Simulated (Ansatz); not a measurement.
Li5Sn2:
```xyz
7
Lattice="2.3569 1.3608 6.5642 -2.3569 1.3608 6.5642 0.0000 -2.7215 6.5642" Properties=species:S:1:pos:R:3 pbc="T T T"
Sn     0.0000     0.0000     1.4397
Sn     0.0000     0.0000    18.2529
Li     0.0000     0.0000     9.8463
Li     0.0000     0.0000     4.2025
Li     0.0000     0.0000    15.4901
Li     0.0000     0.0000     6.9782
Li     0.0000     0.0000    12.7145
```

Relaxed with r²SCAN. Special points in fractions of this cell's reciprocal vectors: Γ (0.000, 0.000, 0.000); T (0.500, 0.500, 0.500); H2 (0.805, 0.195, 0.500); H0 (0.500, -0.195, 0.195); L (0.500, 0.000, 0.000); S0 (0.348, -0.348, 0.000); S2 (0.652, 0.000, 0.348); F (0.500, 0.000, 0.500).

List the band energies nearest the Fermi level at these points for DFT-r²SCAN with spin–orbit coupling in the program Ansatz with PAW potentials.

In eV from the Fermi level; about four levels below and three above (degenerate sets whole), none deeper than 8.9 eV; points with the same levels are listed once.

```
k                     below                above
--  -----------------------  -------------------
Γ   -0.56 -0.56 -0.25 -0.25  0.57 0.57 0.84 0.84
T   -0.59 -0.59 -0.06 -0.06  1.20 1.20 1.44 1.44
H2  -2.17 -2.17 -1.01 -1.01  1.28 1.28 3.29 3.29
L   -1.61 -1.61 -0.97 -0.97  1.13 1.13 1.94 1.94
S0  -1.70 -1.70 -1.36 -1.36  1.39 1.39 2.86 2.86
F   -2.29 -2.29 -1.24 -1.24  0.74 0.74 0.83 0.83
```

Space group R-3m. The workflow started from an entry of the Crystallography Open Database (COD). Its standing as an ambient phase is unchecked. Symmetry was held in the r²SCAN relaxation; its stability against distortions is not shown here.

Potentials: the later of the program's two PAW sets.
